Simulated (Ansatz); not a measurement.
## Phonon dispersion of AlCu3

Computed with Ansatz, DFT LDA, scalar-relativistic, plane waves, PAW. Cutoff 420 eV, 12×12×12 k-points (Γ-centred), Fermi-Dirac smearing of 0.15 eV. No spin polarisation. Phonons by linear response, acoustic sum rule imposed.

Relaxed structure:
```
Al Cu
1.0
     0.00000    2.85000    2.85000
     2.85000    0.00000    2.85000
     2.85000    2.85000    0.00000
Al Cu
1 3
Direct
  0.00000 0.00000 0.00000
  0.50000 0.50000 0.50000
  0.25000 0.25000 0.25000
  0.75000 0.75000 0.75000
```

In a metal, frequencies and elastic constants depend on the k mesh and the smearing, soft modes and shear constants most. The q mesh is coarse, so values between its points are rough.

Force constants from linear response on a 2×2×2 q mesh.

Question: Is the structure dynamically stable on this mesh?

Answer: No: at q = (0.000, -0.500, -0.500) a mode is imaginary, 36i cm⁻¹.

Question: Give the frequencies (cm⁻¹; i marks imaginary ones) at the irreducible q points, in fractions of the reciprocal vectors.

Answer:
```
                  q star frequencies
  0.000 0.000 0.000     1        0 0 0 166 166 166 200 200 200 306 306 306
 0.000 0.000 -0.500     4    87 87 103 103 135 151 215 223 223 310 310 314
0.000 -0.500 -0.500     3  36i 36i 170 170 180 181 182 198 198 304 322 322
```

Whether AlCu3 exists in this form wasn't checked.

Cost: 1 run of about 11 core-minutes, on Oxide Virtual Turin-like Processor (Zen 5) (shared hosts).